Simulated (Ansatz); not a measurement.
Cell and atoms are relaxed with the symmetry kept. Start:

```xyz
10
Lattice="0.0000 5.2345 5.2345 5.2345 0.0000 5.2345 5.2345 5.2345 0.0000" Properties=species:S:1:pos:R:3 pbc="T T T"
Cs    2.6172    2.6172    2.6172
Cs    7.8517    7.8517    7.8517
In    0.0000    0.0000    0.0000
Ag    5.2345    5.2345    5.2345
Cl    2.5104    5.2345    5.2345
Cl    5.2345    2.5104    5.2345
Cl    7.9586    5.2345    5.2345
Cl    5.2345    7.9586    5.2345
Cl    5.2345    5.2345    2.5104
Cl    5.2345    5.2345    7.9586
```

Theory: DFT PBEsol, scalar-relativistic, plane waves, PAW in Ansatz 0.2.0.

Cutoff 420 eV; k points 6×6×6 on the computed 10-atom cell (Γ-centred); Gaussian smearing, width 0.02 eV; no spin polarisation.

Problem. What does it relax to?

Solution. The volume goes down by 0.70 Å³/atom to 27.99 Å³/atom, and the energy falls by 4.9 meV/atom. Final structure:
```
CELL_PARAMETERS angstrom
0.00000 5.19165 5.19165
5.19165 0.00000 5.19165
5.19165 5.19165 0.00000
ATOMIC_POSITIONS crystal
Cs 0.25000 0.25000 0.25000
Cs 0.75000 0.75000 0.75000
In 0.00000 0.00000 0.00000
Ag 0.50000 0.50000 0.50000
Cl 0.75614 0.24386 0.24386
Cl 0.24386 0.75614 0.24386
Cl 0.24386 0.75614 0.75614
Cl 0.75614 0.24386 0.75614
Cl 0.24386 0.24386 0.75614
Cl 0.75614 0.75614 0.24386
```

Cost: 1 run of about 1.2 core-minutes, on Arm Neoverse V2 (shared hosts).